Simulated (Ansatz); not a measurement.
# Fields on a plane of Rh (fcc, Cu type)

```xyz
1
Lattice="0.0000 1.9150 1.9150 1.9150 0.0000 1.9150 1.9150 1.9150 0.0000" Properties=species:S:1:pos:R:3 pbc="T T T"
Rh     0.0000     0.0000     0.0000
```

The slice is a {100} plane (indices of the conventional cell) through the point (0.000, 0.000, 0.000) (fractional), spanned by u = [100] and v = [0 1 -1] in vectors of this cell: u (2.71 Å) and v (2.71 Å, at 90° to u). It covers one period; positions are fractions (u, v).

Atoms on it: Rh at (0.00, 0.00).

Calculation: PBE (plane waves to 420 eV, PAW, scalar-relativistic; Ansatz, a first-principles code). k mesh 21×21×21. Inside the PAW spheres the values are not all-electron values, and peaks at nuclei hang on which shells count as valence. Rh is run without spin polarisation. Rh was relaxed with its symmetry unable to fall.

```
|xxxxxxxxx0134310xxxxxxxx|
|xxxxxxxxx0134310xxxxxxxx|
|xxxxxxxxx0245420xxxxxxxx|
|xxxxxxxx003555300xxxxxxx|
|xxxxxxxx024666420xxxxxxx|
|xxxxxxx01467776410xxxxxx|
|xxxxxx0145778775410xxxxx|
|xxxx00145788888754100xxx|
|000002457889998875420000|
|011235678899999887653211|
|333456778999999987765433|
|444556788999999988765544|
|333456778999999987765433|
|011235678899999887653211|
|000002457889998875420000|
|xxxx00145788888754100xxx|
|xxxxxx0145778775410xxxxx|
|xxxxxxx01467776410xxxxxx|
|xxxxxxxx024666420xxxxxxx|
|xxxxxxxx003555300xxxxxxx|
|xxxxxxxxx0245420xxxxxxxx|
|xxxxxxxxx0134310xxxxxxxx|
|xxxxxxxxx0134310xxxxxxxx|
|xxxxxxxxx0034300xxxxxxxx|
```
Scale: ten equal steps from 8.00 (start of '0') to 16.19 (end of '9'), in the order '0123456789'. Values: electrostatic potential energy of an electron, from the cell's mean, in eV. The map has 24 points along u (one character each, u = 0 at the left) and 24 along v (v = 0 in the bottom row). Points within 1 Å of a nucleus are blanked (x), as the pseudised field means little there. Values under 8 eV are set to 8. The zero, the cell's mean, hangs on the PAW cores.

```
v \ u  0.00  0.08  0.17  0.25  0.33  0.42  0.50  0.58  0.67  0.75  0.83  0.92
-----  ----  ----  ----  ----  ----  ----  ----  ----  ----  ----  ----  ----
0.88    1.0   1.0   0.8   0.4  -0.1  -0.4  -0.5  -0.4  -0.1   0.4   0.8   1.0
0.75    0.6   0.5   0.3  -0.1  -0.4  -0.6  -0.6  -0.6  -0.4  -0.1   0.3   0.5
0.62   -0.2  -0.2  -0.3  -0.5  -0.6  -0.7  -0.8  -0.7  -0.6  -0.5  -0.3  -0.2
0.50   -0.4  -0.5  -0.5  -0.6  -0.7  -0.8  -0.8  -0.8  -0.7  -0.6  -0.5  -0.5
0.38   -0.2  -0.2  -0.3  -0.5  -0.6  -0.7  -0.8  -0.7  -0.6  -0.5  -0.3  -0.2
0.25    0.6   0.5   0.3  -0.1  -0.4  -0.6  -0.6  -0.6  -0.4  -0.1   0.3   0.5
0.12    1.0   1.0   0.8   0.4  -0.1  -0.4  -0.5  -0.4  -0.1   0.4   0.8   1.0
0.00    1.2   1.1   0.9   0.6   0.0  -0.3  -0.4  -0.3   0.0   0.6   0.9   1.1
```

Values: log₁₀ of the valence density in e/Å³. The scale is logarithmic, as a density can span decades between atoms and voids.

The density on the Rh–Rh line (2.71 Å) at its midpoint is 0.36 e/Å³ and the ELF at that point is 0.27.
